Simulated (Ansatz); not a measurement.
Relaxed bulk YbSe, space group Fm-3m (No. 225):

```
Yb Se
1.0
     0.00000    2.86452    2.86452
     2.86452    0.00000    2.86452
     2.86452    2.86452    0.00000
Yb Se
1 1
Direct
  0.50000 0.50000 0.50000
  0.00000 0.00000 0.00000
```

Miller indices refer to the conventional cell of Fm-3m (No. 225), a = 5.729 Å, b = 5.729 Å, c = 5.729 Å, α = 90.00°, β = 90.00°, γ = 90.00°.

The (100) slab of 4 planes, 8.6 Å thick with 15 Å of vacuum as cut; outer planes YbSe (top) and YbSe (bottom).

Theory: DFT PBEsol, scalar-relativistic, plane waves, PAW (Ansatz). Plane waves to 420 eV, a k mesh through Γ of 9×9×1 on the computed 8-atom cell and Gaussian smearing (0.10 eV); no spin polarisation. A dipole correction removes the field between periodic images along c.

Results for the relaxed slab:

```
Surface energy (mean of both faces) : 0.57 J/m²
Work function                       : 2.87 eV
```

Relaxation lowers the energy by 0.048 J/m² a face; the largest move is 0.105 Å.

```tsv
plane (bottom to top)	atoms	spacing to next, bulk (Å)	relaxed (Å)	change (%)	rumpling (Å)
1	YbSe	2.865	2.862	-0.1	0.204
2	YbSe	2.865	2.864	0.0	0.054
3	YbSe	2.865	2.862	-0.1	0.054
4	YbSe				0.204
```

Slabs this thin can still miss converged surface energies by a few hundredths of a J/m² and work functions by about a tenth of an eV.

Spin-orbit coupling is left out, which matters for the bands of heavy elements. Without a Hubbard U the f levels lie too near the Fermi level, so gaps, band edges and the localisation of f electrons are unreliable.

γ = (E_slab − N·E_bulk)/2A = 1.170 eV / (2 × 16.41 Å²) = 35.6 meV/Å² = 0.57 J/m², with N = 8 atoms. The cut crosses 2 bonds a cell (neighbours within 10 % of the shortest distances), so each costs 0.58 eV on this count. The top plane, flat in the bulk, buckles with Se 0.20 Å above Yb: the anion outward, the common sense of rumpling on ionic faces.
